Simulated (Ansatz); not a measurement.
AlGaAs$_{2}$ (P-4m2), relaxed with r²SCAN (Ansatz, a program for electronic structure, plane waves, PAW): a = 4.0142 Å, b = 4.0142 Å, c = 5.6662 Å, α = 90.00°, β = 90.00°, γ = 90.00°.

- gap (eV): 1.47
- B₀ by P(V) fit (GPa): 74.0
- K_Hill (GPa): 74.2
- G_Hill (GPa): 46.2
- electron conductivity mass (mₑ): 0.16
- Θ_D (K): 374

**Question.** The same phase is relaxed and computed with PBEsol in the same code. What are the cell and these values now?

**Answer.** a = 4.0107 Å, b = 4.0107 Å, c = 5.6595 Å, α = 90.00°, β = 90.00°, γ = 90.00°.

- gap (eV): 1.01
- B₀ by P(V) fit (GPa): 70.7
- K_Hill (GPa): 70.8
- G_Hill (GPa): 41.2
- electron conductivity mass (mₑ): 0.078
- Θ_D (K): 353

Typed or built starts, not in the databases checked: AlGaAs2, P-4m2 (Ga on 1a, As on 2g, Al on 1c). All cells were relaxed under the symmetry of their starts (and spin orders); stability against distortions was not tested throughout. Spin–orbit coupling is left out wherever it is not named.

Potentials: the later of the program's two PAW sets.

Ansatz is a plane-wave DFT program.
